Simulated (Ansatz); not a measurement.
**From the elastic tensor of Al at 5 GPa (stress–strain coefficients) to moduli and sound speeds**

These are results of Ansatz, DFT LDA, scalar-relativistic, plane waves, PAW, not measurements. Cutoff 420 eV, 20×20×20 k-points (Γ-centred), Fermi-Dirac smearing of 0.15 eV. No spin polarisation.

The structure is cubic, space group Fm-3m (No. 225). Conventional cell: a = 3.915 Å, b = 3.915 Å, c = 3.915 Å, α = 90.00°, β = 90.00°, γ = 90.00°. Around Al (site symmetry m-3m) lie 12 Al at 2.77 Å.

In a metal, frequencies and elastic constants depend on the k mesh and the smearing, soft modes and shear constants most.

Relaxed-ion constants (GPa, on the Cartesian axes of the calculation):
```
146.1  85.8  85.8   0.0   0.0   0.0
 85.8 146.1  85.8   0.0   0.0   0.0
 85.8  85.8 146.1   0.0   0.0   0.0
  0.0   0.0   0.0  50.7   0.0   0.0
  0.0   0.0   0.0   0.0  50.7   0.0
  0.0   0.0   0.0   0.0   0.0  50.7
```

Density 2.987 g/cm³; 1 atom in 15.00 Å³.

The values that follow are for a polycrystal of randomly turned grains, by Hill's mean where one number stands.

With S = C⁻¹: B_V = (C11+C22+C33+2(C12+C13+C23))/9, G_V = (C11+C22+C33−C12−C13−C23+3(C44+C55+C66))/15, 1/B_R = S11+S22+S33+2(S12+S13+S23), 15/G_R = 4(S11+S22+S33−S12−S13−S23)+3(S44+S55+S66); Hill is their mean. Then v_l = √((B+4G/3)/ρ), v_t = √(G/ρ), v_m = [(2/v_t³+1/v_l³)/3]^(−1/3) and Θ = (ħ/k_B)·v_m·(6π²n/V)^(1/3) for n atoms in the volume V; E = 9BG/(3B+G), ν = (3B−2G)/(2(3B+G)) and A^U = 5G_V/G_R + B_V/B_R − 6.

```
Bulk modulus, Voigt / Reuss / Hill          : 105.9 / 105.9 / 105.9 GPa
Shear modulus, Voigt / Reuss / Hill         : 42.5 / 39.8 / 41.2 GPa
Young's modulus                             : 109 GPa
Poisson ratio                               : 0.328
Pugh ratio B/G                              : 2.57
Universal anisotropy index                  : 0.33
Longitudinal and transverse sound speeds    : 7337 and 3712 m/s
Debye temperature from the mean sound speed : 502 K
```

Cost: 1 run of about 0.68 core-minutes, on AMD EPYC 7R43 (Zen 3) (shared hosts).